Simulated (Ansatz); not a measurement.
Cell and atoms are relaxed with the symmetry kept. Start:

```
CELL_PARAMETERS angstrom
1.47305 0.85046 7.20465
-1.47305 0.85046 7.20465
0.00000 -1.70093 7.20465
ATOMIC_POSITIONS crystal
Ag 0.00000 0.00000 0.00000
Ag 0.77772 0.77772 0.77772
Ag 0.22228 0.22228 0.22228
```

Method: Ansatz, DFT r2SCAN, scalar-relativistic, plane waves, PAW.

Cutoff 500 eV; k points 18×18×18 on the computed 3-atom cell (Γ-centred); Gaussian smearing, width 0.10 eV; no spin polarisation.

What does it relax to?

The volume decreases by 0.74 Å³/atom to 17.31 Å³/atom, and the energy falls by 9.3 meV/atom. Final structure:
Space group R-3m:H (No. 166). a = 2.905 Å, b = 2.905 Å, c = 21.322 Å, α = 90.00°, β = 90.00°, γ = 120.00°
```csv
atom,site,symmetry,x,y,z
Ag,3a,-3m,0.0000,0.0000,0.0000
Ag,6c,3m,0.0000,0.0000,0.7777
```

This form isn't the element's structure at ambient conditions.